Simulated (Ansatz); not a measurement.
What DFT gives for LaBeAsO

```
La Be As O
1.0
     3.98913    0.00000    0.00000
     0.00000    3.98913    0.00000
     0.00000    0.00000    8.87051
La Be As O
2 2 2 2
Direct
  0.25000 0.25000 0.13650
  0.75000 0.75000 0.86350
  0.75000 0.25000 0.50000
  0.25000 0.75000 0.50000
  0.25000 0.25000 0.66250
  0.75000 0.75000 0.33750
  0.75000 0.25000 0.00000
  0.25000 0.75000 0.00000
```

Single point in Ansatz 0.2.0 with PBE, no spin polarisation. Cutoff 420 eV, PAW datasets, 7×7×3 Γ-centred k mesh, fermi-dirac filling (width 0.1 eV).

How is the charge shared?

Bader charges in e: La +1.93, Be +1.42, As -2.06, O -1.29. In the mean La gives up most and As takes most.

Describe some of the short contacts.

La–O at 2.33 Å: least valence density 0.49 e/Å³ and ELF 0.23 there. These are pseudo-fields; inside the PAW spheres they differ from the all-electron ones.

Is there a gap, and of what kind?

The gap is 1.15 eV, direct at the points sampled. A semilocal functional usually gives too small a gap.

Where is the largest force?

The largest is on As5 (and as large on other atoms): 1.22 eV/Å, components (0.00, 0.00, -1.22). It makes 54° with the line to a nearest neighbour, Be3 at 2.46 Å.

Origin: a known structure type with other elements, at an estimated volume, so it need not be a known compound. Caveats: f levels without a U or exact exchange are poorly placed.
